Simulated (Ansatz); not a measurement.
An Ansatz (a program for electronic structure) input:

Ansatz 0.2 input:
```yaml
crystal:
  lattice:
    - [5.1753674263, 0.0, 0.0]
    - [0.0, 5.1753674263, 0.0]
    - [0.0, 0.0, 5.1753674263]
  atoms:
    - { symbol: Nb, position: [0.5, 0.25, 0.0] }
    - { symbol: Nb, position: [0.5, 0.75, 0.0] }
    - { symbol: Nb, position: [0.25, 0.0, 0.5] }
    - { symbol: Nb, position: [0.75, 0.0, 0.5] }
    - { symbol: Nb, position: [0.0, 0.5, 0.25] }
    - { symbol: Nb, position: [0.0, 0.5, 0.75] }
    - { symbol: Au, position: [0.5, 0.5, 0.5] }
    - { symbol: Au, position: [0.0, 0.0, 0.0] }
kpoints:
  mp_grid: { grid: [6, 6, 6] }
  band_path:
    path:
      - [[0.0, 0.0, 0.0], [0.0, 0.5, 0.0], [0.5, 0.5, 0.0], [0.0, 0.0, 0.0], [0.5, 0.5, 0.5], [0.0, 0.5, 0.0]]  # Γ-X-M-Γ-R-X
      - [[0.5, 0.5, 0.5], [0.5, 0.5, 0.0]]  # R-M
    npoints: 12
basis: { xc_grid: 2 }
hamiltonian:
  xc: pbesol
  pseudopotentials: { kind: paw }
magnetization: { noncollinear: true, spin_orbit: true }
scf:
  n_extra_bands: 16
  convergence: { dr2_threshold: 0.0000000001 }
  occupations: { method: gaussian, width: 0.05 }
output: { eigenvalues: true }
```

Q: How many symmetry operations and irreducible k-points will the run report?

A: 48 operations, 20 of 216 k-points.

Q: With a cutoff of 420 eV, how many plane waves at Γ?

A: 2721.

It took very roughly 5 core-minutes on shared server cores.

Space group Pm-3n (A15 (Cr3Si type)). The workflow started from a Materials Project entry (that database holds measured and hypothetical structures alike); the Crystallography Open Database files this formula in space group No. 223, but the cells were not matched. Its standing as an ambient phase is unchecked. The cell was relaxed with PBEsol under the symmetry of its start; its stability against distortions is not shown here. No spin polarisation was allowed.

Potentials: the later of the program's two PAW sets.

Ansatz is a plane-wave DFT program.
